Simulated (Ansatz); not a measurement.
CdS (rock salt, space group No. 225), DFT-r²SCAN in the program Ansatz with PAW potentials, all energies at zero smearing, with the estimated change up to a 700 eV cutoff added, with one set of potentials and settings (totals compare only within such a set). Cell of 2 atoms (1 Cd, 1 S): -9175.458 eV.

```json
[
 {"element": "Cd", "reference phase": "P6_3/mmc, 2 atoms in the cell", "E (eV/atom)": "-8268.1834"},
 {"element": "S", "reference phase": "P2/c, 32 atoms in the cell", "E (eV/atom)": "-905.8156"}
]
```

Formation energy per atom, worked out: (-9175.458 − 1×(-8268.1834) − 1×(-905.8156))/2 = -0.730 eV/atom (-70 kJ per mol of atoms), at 0 K, without zero-point energy or fitted corrections.

Space group Fm-3m (rock salt). This is a known high-pressure phase of the composition, computed here at zero pressure and temperature. The cell was relaxed with r²SCAN under the symmetry of its start; its stability against distortions is not shown here. The references are the lowest solids computed at this level, not always the standard phases.

Potentials: the later of the program's two PAW sets.
